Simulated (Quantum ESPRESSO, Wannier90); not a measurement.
Wannierisation of SnO$_{2}$ (rutile)

```
SnO2
1.0
    4.76482     0.00000     0.00000
    0.00000     4.76482     0.00000
    0.00000     0.00000     3.20750
Sn O
2 4
Direct
  0.50000   0.50000   0.50000
  0.00000   0.00000   0.00000
  0.19403   0.80597   0.50000
  0.80597   0.19403   0.50000
  0.69403   0.69403   0.00000
  0.30597   0.30597   0.00000
```

Structure: Materials Project mp-856, symmetrised, not relaxed again. COD (Crystallography Open Database) has an entry of this formula and space group (matched by these alone). Computed values, not measurements, from PBEsol: Quantum ESPRESSO (norm-conserving PseudoDojo potentials, cutoff 68 Ry, no spin polarisation, no spin-orbit coupling) on a Γ-centred 4×4×6 mesh, then Wannier90. Density: 6×6×10 mesh, cold smearing 0.01 Ry. Spin-orbit coupling is left out although heavy elements are present.

Functional, cutoff and mesh named above are those of the base row (4×4×6); the first column says what each row takes instead. Model: 16 functions from bands 11-26, start SCDM (isolated) (the valence bands). Energies are relative to the valence-band maximum; the misfit is to pw.x on a path, for all bands of the set. Only the mesh of Bloch states changes. Ω_total can sit in another minimum from row to row; Ω_I of an isolated set cannot.

Problem. Among the meshes 2×2×2, 2×2×3, 3×3×4, 3×3×5, 4×4×6, 5×5×7, which is the coarsest that interpolates to 20 meV rms?

Solution. 3×3×4.

```csv
mesh,Ω_I (Å²),Ω_total (Å²),rms misfit (meV),k-points (cost),rough cost of nscf and overlaps (first row = 1)
2×2×2,11.28,13.04,60,8,1.0
2×2×3,11.99,13.81,60,12,1.3
3×3×4,12.99,14.85,16,36,3
3×3×5,13.17,15.03,16,45,4
4×4×6,13.55,15.41,4.5,96,9
5×5×7,13.75,15.61,3.2,175,16
```

Ω_I still rises with the mesh: the finite-difference spreads converge slowly and from below.
